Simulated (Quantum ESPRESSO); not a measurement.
Hf2TaO5F3, input and log of a self-consistent run

Computed values, not a measurement. The program is pw.x of Quantum ESPRESSO 7.5 (plane-wave density functional theory). The cell is made up: 11 atoms on a rutile lattice with one site empty, with randomly drawn elements, strain and displacements, not relaxed. PseudoDojo standard norm-conserving files (v0.5 for PBE, v0.4.1 for LDA and PBEsol) set the functional; there is no spin polarisation, spin-orbit coupling or dispersion term, and the masses in the input are unused placeholders.

The hafnium pseudopotential is less sure than the others, with forces about 3 percent (worst 6) and pressure in oxides about 1.5 GPa (worst 2.7) from a second method in checks, which no rerun with the same files tests.

Input:

```
&control calculation='scf', pseudo_dir='./dojo.nc.sr.pbe.v0_5.standard.upf', outdir='./o', disk_io='medium', tprnfor=.true., tstress=.true. /
&system ibrav=0, nat=11, ntyp=4, nbnd=50, ecutwfc=84.00895049, nosym=.true., tot_charge=0,
 occupations='smearing', smearing='fd', degauss=0.0018374661
/
&electrons conv_thr=7.350e-09, electron_maxstep=60, /
ATOMIC_SPECIES
F 1.0 F.upf
Hf 1.0 Hf.upf
O 1.0 O.upf
Ta 1.0 Ta.upf
CELL_PARAMETERS angstrom
4.74 -0.0037 0.0112
-0.0037 4.7948 0.0292
0.0148 0.0384 6.3705
ATOMIC_POSITIONS angstrom
Hf -0.0077 0.0386 -0.0064
Ta 2.4506 2.3851 1.5953
Hf 2.4166 2.436 4.8086
O 1.4058 1.5109 0.0226
F 3.3313 3.3561 0.033
F 3.8593 0.9104 1.6121
O 0.9291 3.8047 1.631
O 1.4722 1.4927 3.2368
O 3.3148 3.3543 3.253
O 3.8383 0.9981 4.742
F 0.9408 3.9021 4.848
K_POINTS automatic
5 5 4 1 1 1
```

The log is shortened where brackets say so; the opening notice, blank lines, dates and the lines on written files are dropped, and the path of the files is cut. It prints rydbergs, bohrs and kilobars, and counts compression as positive stress. With no partly filled state, the Fermi energy that it prints is only some level between the filled and the empty states on the mesh, and need not lie in the true gap.

```
     Program PWSCF v.7.5
     Parallel version (MPI & OpenMP), running on       1 processor cores
     Number of MPI processes:                 1
     Threads/MPI process:                     1
     [start-up lines left out]
     bravais-lattice index     =            0
     lattice parameter (alat)  =       8.9573  a.u.
     unit-cell volume          =     977.0130 (a.u.)^3
     number of atoms/cell      =           11
     number of atomic types    =            4
     number of electrons       =        88.00
     number of Kohn-Sham states=           50
     kinetic-energy cutoff     =      84.0090  Ry
     charge density cutoff     =     336.0358  Ry
     scf convergence threshold =      7.3E-09
     mixing beta               =       0.7000
     number of iterations used =            8  plain     mixing
     Exchange-correlation= PBE
                           (   1   4   3   4   0   0   0)
     [axes and pseudopotential details left out]
   Cartesian axes
     site n.     atom                  positions (alat units)
         1        Hf     tau(   1) = (  -0.0016245   0.0081434  -0.0013502  )
         2        Ta     tau(   2) = (   0.5170026   0.5031841   0.3365601  )
         3        Hf     tau(   3) = (   0.5098296   0.5139225   1.0144694  )
         4        O      tau(   4) = (   0.2965814   0.3187543   0.0047679  )
         5        F      tau(   5) = (   0.7028037   0.7080358   0.0069620  )
         6        F      tau(   6) = (   0.8141958   0.1920669   0.3401044  )
         7        O      tau(   7) = (   0.1960121   0.8026768   0.3440918  )
         8        O      tau(   8) = (   0.3105898   0.3149146   0.6828671  )
         9        O      tau(   9) = (   0.6993227   0.7076560   0.6862848  )
        10        O      tau(  10) = (   0.8097654   0.2105690   1.0004188  )
        11        F      tau(  11) = (   0.1984804   0.8232253   1.0227816  )
     number of k points=    50  Fermi-Dirac smearing, width (Ry)=  0.0018
                       cart. coord. in units 2pi/alat
        k(    1) = (   0.0998593   0.0983731   0.0921822), wk =   0.0400000
        k(    2) = (   0.0994189   0.0972399   0.2782042), wk =   0.0400000
     [further k points left out]
     Dense  grid:   101599 G-vectors     FFT dimensions: (  54,  54,  72)
     Estimated max dynamical RAM per process >     167.93 MB
     Initial potential from superposition of free atoms
     starting charge      87.9953, renormalised to      88.0000
     Starting wfcs are   62 randomized atomic wfcs
     total cpu time spent up to now is       22.2 secs
     per-process dynamical memory:   102.4 Mb
     Self-consistent Calculation
     iteration #  1     ecut=    84.01 Ry     beta= 0.70
     Davidson diagonalization with overlap
     ethr =  1.00E-02,  avg # of iterations =  2.0
     total cpu time spent up to now is       63.8 secs
     total energy              =    -667.53930273 Ry
     estimated scf accuracy    <       4.70502581 Ry
     iteration #  2     ecut=    84.01 Ry     beta= 0.70
     Davidson diagonalization with overlap
     ethr =  5.35E-03,  avg # of iterations =  6.2
     total cpu time spent up to now is      155.3 secs
     total energy              =    -662.06816630 Ry
     estimated scf accuracy    <      55.77774487 Ry
     iteration #  3     ecut=    84.01 Ry     beta= 0.70
     Davidson diagonalization with overlap
     ethr =  5.35E-03,  avg # of iterations =  6.1
     total cpu time spent up to now is      237.2 secs
     total energy              =    -670.02777515 Ry
     estimated scf accuracy    <       2.24793334 Ry
     iteration #  4     ecut=    84.01 Ry     beta= 0.70
     Davidson diagonalization with overlap
     ethr =  2.55E-03,  avg # of iterations =  2.0
     total cpu time spent up to now is      283.5 secs
     total energy              =    -670.17128094 Ry
     estimated scf accuracy    <       0.66821583 Ry
     iteration #  5     ecut=    84.01 Ry     beta= 0.70
     Davidson diagonalization with overlap
     ethr =  7.59E-04,  avg # of iterations =  1.2
     total cpu time spent up to now is      327.4 secs
     total energy              =    -670.11160950 Ry
     estimated scf accuracy    <       0.37957119 Ry
     [iterations 6 to 13 left out]
     iteration # 14     ecut=    84.01 Ry     beta= 0.70
     Davidson diagonalization with overlap
     ethr =  1.23E-08,  avg # of iterations =  4.3
     total cpu time spent up to now is      788.7 secs
     total energy              =    -670.11978883 Ry
     estimated scf accuracy    <       0.00000310 Ry
     iteration # 15     ecut=    84.01 Ry     beta= 0.70
     Davidson diagonalization with overlap
     ethr =  3.53E-09,  avg # of iterations =  2.2
     total cpu time spent up to now is      836.8 secs
     total energy              =    -670.11978859 Ry
     estimated scf accuracy    <       0.00000171 Ry
     iteration # 16     ecut=    84.01 Ry     beta= 0.70
     Davidson diagonalization with overlap
     ethr =  1.95E-09,  avg # of iterations =  3.0
     total cpu time spent up to now is      881.8 secs
     total energy              =    -670.11978886 Ry
     estimated scf accuracy    <       0.00000012 Ry
     iteration # 17     ecut=    84.01 Ry     beta= 0.70
     Davidson diagonalization with overlap
     ethr =  1.38E-10,  avg # of iterations =  4.9
     total cpu time spent up to now is      933.6 secs
     total energy              =    -670.11978889 Ry
     estimated scf accuracy    <       0.00000004 Ry
     iteration # 18     ecut=    84.01 Ry     beta= 0.70
     Davidson diagonalization with overlap
     ethr =  4.62E-11,  avg # of iterations =  3.3
     total cpu time spent up to now is      997.7 secs
     End of self-consistent calculation
          k = 0.0999 0.0984 0.0922 ( 12706 PWs)   bands (ev):
   -61.4468 -54.3840 -53.3079 -28.0123 -27.8560 -27.7690 -23.5808 -23.4524
   -22.8116 -22.4338 -22.1212 -22.1079 -18.8851 -16.6911 -15.5479 -10.5851
    -8.4692  -8.0311  -7.8214  -7.7236  -2.0237  -1.4771  -0.8028   0.2237
     1.3675   1.7156   1.8139   2.3813   2.5117   2.7872   2.9429   3.9957
     4.5990   5.2760   5.4057   5.5575   5.7442   5.9819   6.1706   6.3471
     6.5938   7.3039   7.4367   7.5893   9.9012  10.3948  10.4885  11.3616
    11.7186  12.0376
     [levels at the other k points left out]
     the Fermi energy is     9.0015 ev
!    total energy              =    -670.11978890 Ry
     estimated scf accuracy    <          2.9E-09 Ry
     smearing contrib. (-TS)   =      -0.00000000 Ry
     internal energy E=F+TS    =    -670.11978890 Ry
     The total energy is F=E-TS. E is the sum of the following terms:
     one-electron contribution =    -238.49700397 Ry
     hartree contribution      =     160.55054078 Ry
     xc contribution           =    -161.42303698 Ry
     ewald contribution        =    -430.75028873 Ry
     convergence has been achieved in  18 iterations
     Forces acting on atoms (cartesian axes, Ry/au):
     atom    1 type  2   force =     0.10544989    0.07977593   -0.05107041
     atom    2 type  4   force =    -0.23536255    0.06326502    0.45104408
     atom    3 type  2   force =     0.01102179   -0.11811162   -0.30588594
     atom    4 type  3   force =     0.02469388   -0.00444582    0.05577065
     atom    5 type  1   force =     0.00993422    0.00935597    0.00970153
     atom    6 type  1   force =    -0.02463649    0.01961820   -0.01666883
     atom    7 type  3   force =     0.08735284   -0.06658392   -0.11258222
     atom    8 type  3   force =     0.08328836    0.06398815   -0.09978282
     atom    9 type  3   force =    -0.04339566   -0.05425235   -0.10994000
     atom   10 type  3   force =    -0.01350775    0.00262804    0.14042132
     atom   11 type  1   force =    -0.00483853    0.00476240    0.03899263
     Total force =     0.692801     Total SCF correction =     0.000166
     Computing stress (Cartesian axis) and pressure
          total   stress  (Ry/bohr**3)                   (kbar)     P=      -18.83
   0.00016780   0.00037561  -0.00030958           24.68       55.25      -45.54
   0.00037561   0.00030058   0.00011902           55.25       44.22       17.51
  -0.00030958   0.00011902  -0.00085235          -45.54       17.51     -125.38
     init_run     :     20.35s CPU     22.07s WALL (       1 calls)
     electrons    :    913.46s CPU    975.61s WALL (       1 calls)
     forces       :     13.48s CPU     13.60s WALL (       1 calls)
     stress       :     52.33s CPU     54.35s WALL (       1 calls)
     [timing details left out]
     PWSCF        :  16m40.03s CPU  17m48.31s WALL
     JOB DONE.
```

In other units: free energy -9117.444 eV for the cell, pressure -1.88 GPa, largest force component 11.597 eV/Å. A rerun of this cell at a cutoff of 1437 eV and k mesh 7 x 7 x 6 moved values by no more than 0.004 eV in energy, 0.03 GPa in stress and 0.002 eV/Å in force.